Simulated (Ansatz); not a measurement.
SiNi: constraining the magnetisation

System: SiNi, an experimental structure (space group Pnma); the cell holds 8 atoms. Source: COD entry 1532040, which need not be the ambient phase.

```yaml
crystal:
  lattice:
    - [5.17520, 0.00000, 0.00000]
    - [0.00000, 3.33210, 0.00000]
    - [0.00000, 0.00000, 5.60940]
  atoms:
    - { symbol: Ni, position: [0.00785, 0.25000, 0.18731] }
    - { symbol: Ni, position: [0.49215, 0.75000, 0.68731] }
    - { symbol: Ni, position: [0.50785, 0.25000, 0.31269] }
    - { symbol: Ni, position: [0.99215, 0.75000, 0.81269] }
    - { symbol: Si, position: [0.32152, 0.75000, 0.08166] }
    - { symbol: Si, position: [0.17848, 0.25000, 0.58166] }
    - { symbol: Si, position: [0.82152, 0.75000, 0.41834] }
    - { symbol: Si, position: [0.67848, 0.25000, 0.91834] }
```

Numbers behind element symbols give the atom's place in this list.

These are results of DFT, PBE, PAW, plane waves, scalar-relativistic in Ansatz, not measurements.

```yaml
plane_wave_cutoff: 420 eV
k_point_mesh: 5×7×4 (Γ-centred)
occupations: Gaussian smearing, 0.1 eV
valence_electrons: 88
```

Site moments are integrals over atomic spheres and don't add up to the total.

For a metal this mesh leaves errors of several meV/atom.

The total moment of the cell is held fixed (separate Fermi levels for the two spins), shared at the start among the Ni atoms with one sign; no search for lower states follows. Energies are free energies per cell above the lowest run, the runs with a free moment included. A row is the solution that its start led to, not a proven minimum at that M. The run at M = 0 starts without moments and gives the spin-unpolarised solution; a state with cancelling moments wasn't tried, and may lie lower. The program warns that the SCF threshold is loose for stress, so pressures can be off by 0.1 GPa or more.

The run at M = 6.00 μB took 14 s on 2 threads of Arm Neoverse V1 (shared host), peak memory 0.55 GiB.

```
fixed M (μB/cell)  F − F(lowest) (meV/cell)  moments of Ni1 Ni2 Ni3 Ni4 Si5 Si6 Si7 Si8 (μB)  pressure (GPa)
             0.00                         0          0.00 0.00 0.00 0.00 0.00 0.00 0.00 0.00             1.8
             2.00                       719          0.34 0.34 0.34 0.34 0.07 0.07 0.07 0.07             3.7
             4.00                      2585          0.62 0.62 0.62 0.62 0.15 0.15 0.15 0.15             8.5
             6.00                      5321          0.90 0.90 0.90 0.90 0.24 0.24 0.24 0.24            15.2
             8.00                      8873          1.16 1.16 1.16 1.16 0.33 0.33 0.33 0.33            22.9
            10.00                     13293          1.40 1.40 1.40 1.40 0.42 0.42 0.42 0.42            31.6
```

The lowest fixed-moment run is the one at M = 0.00 μB (0 meV). With the constraint released: “parallel moments, free total moment [Ni1 2.00, Ni2 2.00, Ni3 2.00, Ni4 2.00 μB]” ends at 0.00 μB, 0 meV; “parallel moments scaled by 0.1, free total moment [Ni1 0.20, Ni2 0.20, Ni3 0.20, Ni4 0.20 μB]” ends at 0.00 μB, 0 meV.
